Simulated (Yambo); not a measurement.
Yambo run on CsCdF3 (cubic perovskite, space group Pm-3m, No. 221). The wavefunctions come from this Quantum ESPRESSO step (PBEsol, PseudoDojo standard norm-conserving files, scalar-relativistic):

```
&CONTROL
  calculation = 'nscf'
  pseudo_dir = './pseudo'
  outdir = './out'
/
&SYSTEM
  ibrav = 0
  nat = 5
  ntyp = 3
  ecutwfc = 102.0
  ecutrho = 408.0
  occupations = 'fixed'
  force_symmorphic = .true.
  nbnd = 140
/
&ELECTRONS
  conv_thr = 5e-09
  diago_full_acc = .true.
  diago_thr_init = 1e-08
/
ATOMIC_SPECIES
F 18.9984 F.upf
Cd 112.4140 Cd.upf
Cs 132.9055 Cs.upf
CELL_PARAMETERS angstrom
  4.486810000000   0.000000000000   0.000000000000
  0.000000000000   4.486810000000   0.000000000000
  0.000000000000   0.000000000000   4.486810000000
ATOMIC_POSITIONS crystal
F   0.000000000000   0.500000000000   0.500000000000
F   0.500000000000   0.000000000000   0.500000000000
F   0.500000000000   0.500000000000   0.000000000000
Cd   0.500000000000   0.500000000000   0.500000000000
Cs   0.000000000000   0.000000000000   0.000000000000
K_POINTS automatic
4 4 4 0 0 0
```

Yambo input:

```
rim_cut
gw0
dyson
el_el_corr
HF_and_locXC
ppa
em1d
RandQpts= 1000000
RandGvec= 1 Ry
EXXRLvcs= 102 Ry
VXCRLvcs= 408 Ry
Chimod= "HARTREE"
% BndsRnXp
 5 | 139 |
%
NGsBlkXp= 7 Ry
% LongDrXp
 1.0 | 1.0 | 1.0 |
%
PPAPntXp= 27.2114 eV
% GbndRnge
 1 | 139 |
%
GTermKind= "BG"
DysSolver= "n"
ExtendOut
% QPkrange
 1 | 1 | 25 | 26 |
 10 | 10 | 25 | 26 |
%
```

k points by index: 1 = Γ, 10 = R.

Table of the .qp output:

```
#    K-point    Band    Eo [eV]    E [eV]    E-Eo [eV]    Vxc [eV]    Vnlxc [eV]    Sc|Eo [eV]    Sc|E [eV]    dSc/dw|Eo [eV]    Re(Z)    Im(Z)
#
    1    25    -1.085438    -2.978178    -1.892740    -21.54037    -29.08177    5.149958    5.648659    -7.168982    0.791478    -0.001460
    1    26    3.227828    4.500177    1.272349    -12.31075    -7.479917    -3.363542    -3.558483    -4.168919    0.867148    -0.818737E-3
    10    25    0.000000    -1.694226    -1.694226    -25.26604    -32.05031    4.689671    5.090041    -6.429931    0.808866    -0.001217
    10    26    7.117552    8.253973    1.136421    -9.781571    -5.097429    -3.382718    -3.547721    -3.950731    0.873219    -0.707877E-3
```
(The two width columns are left out.) Convergence of these settings isn't established.

Spin-orbit coupling is not included.

Geometry of the Materials Project entry, not relaxed at this level.

The structure is a Materials Project entry; no match was found in the copy of COD used, and its stability was not checked.
